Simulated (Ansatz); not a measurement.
Hf$_{2}$N:
Space group P4₂/mnm (No. 136); a = 5.326 Å, b = 5.326 Å, c = 3.248 Å, α = 90.00°, β = 90.00°, γ = 90.00°

| atom | site | symmetry | x | y | z |
|---|---|---|---|---|---|
| Hf | 4f | m.2m | 0.2953 | 0.2953 | 0.0000 |
| N | 2a | m.mm | 0.0000 | 0.0000 | 0.0000 |

Relaxed at zero pressure with the program Ansatz at the r²SCAN level (PAW).

Question: The volume is raised by 9 % and shape and atoms relax at that volume. What pressure results, and how do the axes share the change?

Answer: -14.5 GPa; a 3.1 %, b 3.1 %, c 2.5 %; the energy rises by 68 meV/atom.

Question: Give the new structure.

Answer: 
Space group P4₂/mnm (No. 136); a = 5.4931 Å, b = 5.4931 Å, c = 3.3285 Å, α = 90.00°, β = 90.00°, γ = 90.00°

| atom | site | symmetry | x | y | z |
|---|---|---|---|---|---|
| Hf | 4f | m.2m | 0.2973 | 0.2973 | 0.0000 |
| N | 2a | m.mm | 0.0000 | 0.0000 | 0.0000 |

The phase is kept; no other phase was compared at this pressure.

Space group P4_2/mnm (anti-rutile). The first step of the workflow began from a Materials Project structure, measured or hypothetical; the Crystallography Open Database copy checked does not list it. Its standing as an ambient phase is unchecked. The cell was relaxed with r²SCAN under the symmetry of its start; whether a distortion lowers the energy is not shown. No spin polarisation was allowed. Spin–orbit coupling is left out wherever it is not named.

Potentials: the later of the program's two PAW sets.
